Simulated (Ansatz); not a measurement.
Molecular dynamics on a 2×2×2 supercell (16 atoms) of BAs (F-43m), relaxed with r2SCAN. Forces come from PBE in the PAW code Ansatz: a Langevin thermostat at fixed volume, 200 K, steps of 2 fs. Spin polarisation is off, nuclei are classical, and the run is far too short for thermal averages.

```yaml
crystal:
  lattice:
    - [0.0, 4.7837397954, 4.7837397954]
    - [4.7837397954, 0.0, 4.7837397954]
    - [4.7837397954, 4.7837397954, 0.0]
  atoms:
    - { symbol: B, position: [0.0, 0.0, 0.0] }
    - { symbol: As, position: [0.125, 0.125, 0.125] }
    - { symbol: B, position: [0.0, 0.0, 0.5] }
    - { symbol: As, position: [0.125, 0.125, 0.625] }
    - { symbol: B, position: [0.0, 0.5, 0.0] }
    - { symbol: As, position: [0.125, 0.625, 0.125] }
    - { symbol: B, position: [0.0, 0.5, 0.5] }
    - { symbol: As, position: [0.125, 0.625, 0.625] }
    - { symbol: B, position: [0.5, 0.0, 0.0] }
    - { symbol: As, position: [0.625, 0.125, 0.125] }
    - { symbol: B, position: [0.5, 0.0, 0.5] }
    - { symbol: As, position: [0.625, 0.125, 0.625] }
    - { symbol: B, position: [0.5, 0.5, 0.0] }
    - { symbol: As, position: [0.625, 0.625, 0.125] }
    - { symbol: B, position: [0.5, 0.5, 0.5] }
    - { symbol: As, position: [0.625, 0.625, 0.625] }
kpoints:
  mp_grid: { grid: [2, 2, 2] }
hamiltonian:
  xc: pbe
scf:
  occupations: { method: fermi_dirac, width: 0.02 }
md:
  ensemble: nvt_langevin
  temperature: 200
  timestep: 2.0
  n_steps: 40
  initial_velocities: maxwell_boltzmann
  seed: 729
```

Command: `ansatz run input.yaml --threads 4 --pin off --max-ram 3686MiB --backend cpu --events-out ev --progress --plain --runs-dir out`. It took 2.2 min on 4 threads of Arm Neoverse N1 (shared host), load about 1.0 per core; peak host memory 0.85 GiB.

Task: How do temperature and energy develop?

Result: The temperature starts at 188 K, is lowest at step 19 (76 K, 38 fs) and ends at 164 K. The atoms start on their lattice sites with kinetic energy alone, so much of it first passes into potential energy. By the last step the atoms have moved 0.07 Å in the root mean square, the drift of the whole cell taken out, 0.10 Å at most.
```
step  t (fs)  T (K)  free energy F from step 0 (meV/atom)  kinetic energy (meV/atom)  largest force (eV/Å)
   0       0    188                                   0.0                       24.2                  0.00
   1       2    188                                   1.0                       24.3                  0.30
   2       4    171                                   3.7                       22.2                  0.59
   3       6    146                                   7.5                       18.9                  0.84
   4       8    134                                  12.0                       17.3                  1.05
   5      10     90                                  16.2                       11.7                  1.22
   6      12     79                                  18.8                       10.2                  1.31
   7      14     90                                  19.6                       11.7                  1.34
   8      16    113                                  19.0                       14.6                  1.36
   9      18    121                                  17.2                       15.6                  1.31
  10      20    146                                  15.1                       18.8                  1.22
  11      22    161                                  13.3                       20.8                  1.20
  12      24    167                                  12.6                       21.6                  1.22
  13      26    175                                  13.3                       22.7                  1.47
  14      28    154                                  15.3                       19.8                  1.68
  15      30    129                                  18.1                       16.7                  1.84
  16      32    120                                  21.0                       15.5                  1.97
  17      34     95                                  24.1                       12.3                  2.09
  18      36     86                                  26.5                       11.1                  2.19
  19      38     76                                  27.4                        9.9                  2.21
  20      40     92                                  26.7                       11.9                  2.16
  21      42    103                                  24.7                       13.3                  2.07
  22      44    126                                  22.0                       16.3                  1.94
  23      46    150                                  19.5                       19.4                  1.77
  24      48    164                                  18.1                       21.2                  1.56
  25      50    157                                  18.0                       20.3                  1.32
  26      52    139                                  18.7                       18.0                  1.10
  27      54    132                                  19.9                       17.0                  1.29
  28      56    122                                  21.2                       15.8                  1.44
  29      58    114                                  22.2                       14.8                  1.55
  30      60    125                                  22.6                       16.1                  1.59
  31      62    119                                  22.1                       15.4                  1.56
  32      64    135                                  21.1                       17.4                  1.60
  33      66    152                                  19.8                       19.7                  1.66
  34      68    169                                  18.6                       21.8                  1.63
  35      70    167                                  17.6                       21.6                  1.48
  36      72    172                                  17.3                       22.2                  1.37
  37      74    186                                  17.5                       24.0                  1.39
  38      76    190                                  18.8                       24.6                  1.37
  39      78    167                                  20.5                       21.6                  1.32
  40      80    164                                  22.0                       21.2                  1.35
```

Positions (Å) and forces (eV/Å) at step 40:
```
B    0.098  -0.027  -0.025    -0.749   0.137   0.477
As   1.232   1.123   1.250     0.075   0.562   0.034
B    2.385   2.342   0.093     0.072   0.539  -1.233
As   3.625   3.564   1.189    -0.161   0.320  -0.441
B    2.436  -0.006   2.475    -0.115  -0.021   0.046
As   3.618   1.223   3.665     0.323  -0.539  -0.590
B    4.770   2.387   2.370     0.276   0.311   0.998
As   5.948   3.609   3.619     0.606  -0.888   0.313
B    0.104   2.418   2.421    -0.582  -0.059  -0.349
As   1.302   3.629   3.562    -0.150  -0.867   0.595
B    2.443   4.773   2.364     0.261   1.020  -0.182
As   3.618   6.034   3.565    -0.209  -0.511   0.637
B    2.425   2.375   4.845     0.145   1.055  -0.226
As   3.630   3.628   6.027    -0.111  -0.766   0.233
B    4.762   4.776   4.803     0.278   0.994  -0.275
As   5.980   6.031   5.991     0.040  -1.286  -0.038
```
